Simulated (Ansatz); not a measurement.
One crystal and one scan (frozen-phonon scan) at two levels, r2SCAN (plane waves to 500 eV, PAW, scalar-relativistic; Ansatz, a first-principles code) and PBE (plane waves to 420 eV, PAW, scalar-relativistic; Ansatz), each from its own relaxed cell and on its own mesh. The cell shown is that of r2SCAN.

Starting cell, ZrC (rock salt):

```
ZrC
1.0
    0.00000     4.71144     4.71144
    2.35572     0.00000     2.35572
    2.35572     2.35572     0.00000
C Zr
2 2
Direct
  0.00000   0.00000   0.00000
  0.50000   0.00000   0.00000
  0.25000   0.50000   0.50000
  0.75000   0.50000   0.50000
```

The atoms are displaced by Q × the pattern below (from a DFPT mode at L = (0.5, 0.0, 0.0), largest move 1; Q in Å), at fixed cell. (q is in reciprocal vectors of the primitive cell; the cell shown is doubled to hold the pattern.)

| atom | x | y | z |
|---|---|---|---|
| Zr3 | -0.577 | 0.577 | 0.577 |
| Zr4 | 0.577 | -0.577 | -0.577 |

Atoms not listed stay in place.

ZrC is run without spin polarisation. ZrC was relaxed with its symmetry unable to fall. With partly filled bands, energies and forces of such displacements shift with the k mesh and the smearing. Percentages come from the unrounded values. Both scans cover Q from -0.180 to 0.180 Å.

Results of r2SCAN:

| Quantity | Result |
|---|---|
| Lattice constant a (Å) | 4.711 |
| Energy at Q = 0.180 Å (meV/cell) | 1161 |
| Harmonic wavenumber from the curvature (finite differences) (cm⁻¹ (negative: imaginary)) | 331 |
| Space group of the distorted cell | R-3m (No. 166), lowered from Fm-3m |
| Symmetry of the curve | even: the same for both signs |
| Shape of the curve | a single well with its minimum at or next to zero displacement |

**Question.** Estimate the PBE values.

**Answer.** 
```
quantity                                                                                    PBE  r2SCAN − PBE
----------------------------------------------------------------------------------------  -----  ------------
Lattice constant a (Å)                                                                    4.709        +0.002
Energy at Q = 0.180 Å (meV/cell)                                                           1099  +62 (+5.7 %)
Harmonic wavenumber from the curvature (finite differences) (cm⁻¹ (negative: imaginary))    322   +9 (+2.9 %)
```

r2SCAN gives the higher value for: energy at Q = 0.180 Å; harmonic wavenumber from the curvature. They agree on: lattice constant a (within 0.2 %). Both give the same space group of the distorted cell: R-3m (No. 166), lowered from Fm-3m.

(For displaced atoms, the force is minus the slope of the energy, and its curvature is a force constant, which sets phonon frequencies.)
